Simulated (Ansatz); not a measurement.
K$_{2}$S:
```cif
data_K4S2
_chemical_formula_sum 'S2 K4'
_space_group_name_H-M_alt 'P63/mmc'
_space_group_IT_number 194
_space_group_name_Hall '-P 6c 2c'
_cell_length_a 5.21692
_cell_length_b 5.21692
_cell_length_c 7.06097
_cell_angle_alpha 90.000
_cell_angle_beta 90.000
_cell_angle_gamma 120.000
loop_
_atom_site_label
_atom_site_type_symbol
_atom_site_symmetry_multiplicity
_atom_site_Wyckoff_symbol
_atom_site_fract_x
_atom_site_fract_y
_atom_site_fract_z
_atom_site_occupancy
S1 S 2 c 0.33333 0.66667 0.25000 1
K1 K 2 a 0.00000 0.00000 0.00000 1
K2 K 2 d 0.66667 0.33333 0.25000 1
```

Relaxed with PBEsol.

**Question.** Tabulate the valence density and the electron localisation function along the shortest K–K contact (3.49 Å), the program Ansatz at the PBEsol level (PAW).

**Answer.** 

```tsv
distance from K (Å)	density (e/Å³)	ELF
0.35	4.00	0.78
0.52	3.03	0.86
0.70	1.76	0.88
0.87	0.82	0.83
1.05	0.33	0.66
1.22	0.13	0.32
1.40	0.06	0.07
1.57	0.03	0.01
1.75	0.03	0.01
1.92	0.03	0.02
2.09	0.06	0.08
2.27	0.14	0.33
2.44	0.34	0.67
2.62	0.83	0.83
2.79	1.78	0.88
2.97	3.05	0.87
3.14	4.02	0.78
```

The density is the valence pseudo-density with augmentation charge, so density and ELF within about 1 Å of a nucleus are not all-electron values.

Space group P6_3/mmc. The workflow started from an entry of the Crystallography Open Database (COD), which files this formula under 2 space groups. Its standing as an ambient phase is unchecked. The PBEsol relaxation kept the symmetry of its start; its stability against distortions is not shown here. The volume moved by -30 % from the start of the relaxation. The volume fell by over 15 % from the filed cell, which may lack light atoms or belong to other conditions.

Potentials: the later of the program's two PAW sets.
